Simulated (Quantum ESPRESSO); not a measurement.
Al$_{2}$O$_{3}$, space group R-3c (No. 167):

```
CELL_PARAMETERS angstrom
      2.37908     1.37356     4.32990
     -2.37908     1.37356     4.32990
      0.00000    -2.74712     4.32990
ATOMIC_POSITIONS crystal
  Al 0.35188 0.35188 0.35188
  Al 0.14812 0.14812 0.14812
  Al 0.64812 0.64812 0.64812
  Al 0.85188 0.85188 0.85188
  O  0.55622 0.94378 0.25000
  O  0.25000 0.55622 0.94378
  O  0.94378 0.25000 0.55622
  O  0.44378 0.05622 0.75000
  O  0.75000 0.44378 0.05622
  O  0.05622 0.75000 0.44378
```
The cell was made here from an entry of the Crystallography Open Database (unchecked): atoms relaxed with PBE in the measured cell (PBE without dispersion, pw.x of a modified build of Quantum ESPRESSO, symmetry kept).  Stability against distortions was not tested.

| site | Wyckoff letter | site symmetry |
|---|---|---|
| Al | c | 3 |
| O | e | 2 |

Cores are frozen. Against all-electron runs on small test molecules, this scheme's |Vzz| missed by −7 % on Al, −2 to +6 % on O.

Q: Where does symmetry force the field gradient to vanish or to be axial, and what does PBE PAW (JTH datasets; density from pw.x of Quantum ESPRESSO, gradients reconstructed from it by a script) give?

A: 
| site | by symmetry | Vzz (a.u.) | η_Q |
|---|---|---|---|
| Al | axial, η = 0 (an axis of order 3 or more) | 0.058 | 0.00 |
| O | η is free | -0.391 | 0.50 |
